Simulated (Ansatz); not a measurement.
# What is wrong with this input? (In3Se)

Someone meant to compute In3Se with PBEsol, plane waves and PAW in Ansatz and wrote this input.

```yaml
crystal:
  lattice:
    - [4.803758, 0.0, 0.0]
    - [0.0, 4.803758, 0.0]
    - [0.0, 0.0, 4.803758]
  atoms:
    - { symbol: In, position: [0.0, 0.5, 0.5] }
    - { symbol: In, position: [0.5, 0.0, 0.5] }
    - { symbol: In, position: [0.5, 0.5, 0.0] }
    - { symbol: Se, position: [0.0, 0.0, 0.0], spin: 2.0 }
basis:
  ecutwfc: 420
kpoints:
  mp_grid: { grid: [10, 10, 10] }
hamiltonian:
  xc: pbesol
scf:
  occupations: { method: gaussian, width: 0.1 }
output:
  forces: true
  stress: true
  eigenvalues: true
  populations: true
magnetization:
  spin_polarized: false
```

Command:

```bash
ansatz run input.yaml --threads 1 --pin off --max-ram 2560MiB --backend cpu --events-out ev --progress --plain --runs-dir out
```

The program printed:

```text
Error: inconsistent input (magnetization.spin_polarized): false but per-atom `spin:`, `per_species`, `initial_magnetization`, `magnetic_field`, or `spin_locking` is set
```

**Question.** Name the fault and the cure.

**Answer.** The fault is starting moments without spin polarisation. Moments need two spin channels. The cure is the moments removed, as this run is meant to be without spin (a magnetic crystal would need spin polarisation switched on instead).

The change to the input:

```diff
 crystal:
   atoms:
-    - { symbol: Se, position: [0.0, 0.0, 0.0], spin: 2.0 }
+    - { symbol: Se, position: [0.0, 0.0, 0.0] }
-magnetization:
-  spin_polarized: false
```

The mended run converges, with a pressure of -2.99 GPa, no gap.

The mended run took 18 s on 1 thread of Arm Neoverse V1, with other jobs on the host, peak memory 0.44 GiB.